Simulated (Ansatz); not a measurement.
**Energy landscape of BW**

3 relaxations of BW ended in 3 distinct structures. The numbers are results of PBEsol (plane waves to 420 eV, PAW, scalar-relativistic; Ansatz, a program for electronic structure), not measurements.

| # | space group | Pearson | type | E − E(lowest) (eV/atom) | V (Å³/atom) | coordination | runs ending here |
|---|---|---|---|---|---|---|---|
| 1 | I4₁/amd | tI16 | – | 0.00 | 10.26 | – | 1 |
| 2 | P-6m2 | hP2 | – | 0.49 | 11.27 | – | 1 |
| 3 | F-43m | cF8 | zinc blende type | 1.42 | 13.86 | W 4 (tetrahedral), B 4 (tetrahedral) | 1 |

Coordination numbers (neighbours up to the widest gap in distance over summed covalent radii, below 1.35; n+m marks a second, longer set; metal–metal contacts left out). All are gapless at this level. I4₁/amd, tI16 is the lowest among the structures calculated here.

```cif
data_B8W8
_chemical_formula_sum 'B8 W8'
_space_group_name_H-M_alt 'I41/amd :1'
_space_group_IT_number 141
_space_group_name_Hall 'I 4bw 2bw -1bw'
_cell_length_a 3.11990
_cell_length_b 3.11990
_cell_length_c 16.85990
_cell_angle_alpha 90.000
_cell_angle_beta 90.000
_cell_angle_gamma 90.000
loop_
_atom_site_label
_atom_site_type_symbol
_atom_site_symmetry_multiplicity
_atom_site_Wyckoff_symbol
_atom_site_fract_x
_atom_site_fract_y
_atom_site_fract_z
_atom_site_occupancy
B1 B 8 e 0.00000 0.00000 0.34373 1
W1 W 8 e 0.00000 0.00000 0.19693 1
```
(The calculation used a cell of 8 atoms; values per cell refer to that cell.)

Each run could gain symmetry but not lose that of its start, so entries can be saddle points. From databases, or of a type measured for this composition: I4₁/amd, tI16; the others are generated cells (placed on structure types, drawn at random, substituted or restacked) that were not matched to a known phase here. Energies are at zero temperature and pressure, without zero-point motion. The runs use different k-meshes, so differences are rounded accordingly. No spin polarisation in the result.
